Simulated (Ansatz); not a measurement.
**TlSn (P4/mmm), clamped-ion strain scan**

These are results of DFT PBEsol, scalar-relativistic, plane waves, PAW (Ansatz 0.2.0), not measurements. The runs took a 420 eV cutoff, a Γ-centred 14×14×12 mesh and Gaussian smearing (0.15 eV). Spin–orbit coupling is left out, which can shift energies with elements as heavy as these. No spin polarisation. Energies are free energies at this smearing, counted from the undisturbed cell; pressure is positive in compression.

The starting cell (as given, not relaxed at this level; it stands at -1.7 GPa, and it needn't be the usual structure):

```xyz
2
Lattice="3.6147 0.0000 0.0000 0.0000 3.6147 0.0000 0.0000 0.0000 4.3750" Properties=species:S:1:pos:R:3 pbc="T T T"
Tl    0.0000    0.0000    0.0000
Sn    1.8074    1.8074    2.1875
```

The cell is strained by ε times the Voigt pattern (1, -1, 0, 0, 0, 0) (xx, yy, zz, yz, xz, xy; engineering shear) with fractional coordinates fixed. The cell is metallic on the mesh throughout.

| ε | ΔE (meV/atom) |
| --- | --- |
| -0.1000 | 19.7 |
| -0.0500 | 5.8 |
| 0.0000 | 0.0 |
| 0.0125 | 0.5 |
| 0.0250 | 1.7 |
| 0.0375 | 3.5 |
| 0.0625 | 8.5 |
| 0.0750 | 11.8 |
| 0.0875 | 15.7 |

Question: Predict the stress summed along the pattern (GPa, tension positive) at each point.

Answer:
```csv
ε,"stress summed along the pattern (GPa, tension positive)"
-0.1000,-2.07
-0.0500,-1.29
0.0000,0.00
0.0125,0.45
0.0250,0.77
0.0375,1.07
0.0625,1.49
0.0750,1.85
0.0875,1.95
```